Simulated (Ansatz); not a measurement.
Relaxed BaTiO₃ (cubic perovskite):

```xyz
5
Lattice="4.0195 0.0000 0.0000 0.0000 4.0195 0.0000 0.0000 0.0000 4.0195" Properties=species:S:1:pos:R:3 pbc="T T T"
Ba     0.0000     0.0000     0.0000
Ti     2.0097     2.0097     2.0097
O      0.0000     2.0097     2.0097
O      2.0097     2.0097     0.0000
O      2.0097     0.0000     2.0097
```

Calculation: PBE (plane waves to 420 eV, PAW, scalar-relativistic; Ansatz, a first-principles code). k mesh 7×7×7 (Γ-centred), Fermi-Dirac smearing 0.05 eV. BaTiO3 is run without spin polarisation. BaTiO3 was relaxed with its symmetry unable to fall. The PAW data are Ansatz's earlier set. This is a high-temperature form of BaTiO3.

One atom of the cell was then moved (with its periodic images), all else fixed, and the forces (eV/Å) came out as:

```json
[
 {"atom": "Ba1", "Fx": "0.000", "Fy": "0.000", "Fz": "0.101"},
 {"atom": "Ti2", "Fx": "0.000", "Fy": "0.000", "Fz": "-0.442"},
 {"atom": "O3", "Fx": "0.000", "Fy": "0.000", "Fz": "0.359"},
 {"atom": "O4", "Fx": "0.000", "Fy": "0.000", "Fz": "-0.378"},
 {"atom": "O5", "Fx": "0.000", "Fy": "0.000", "Fz": "0.359"}
]
```

Which atom was moved, and by which vector (Å)?

O4, by (0.00, 0.00, 0.08), 0.08 Å in all.

(For displaced atoms, the force is minus the slope of the energy, and its curvature is a force constant, which sets phonon frequencies.)
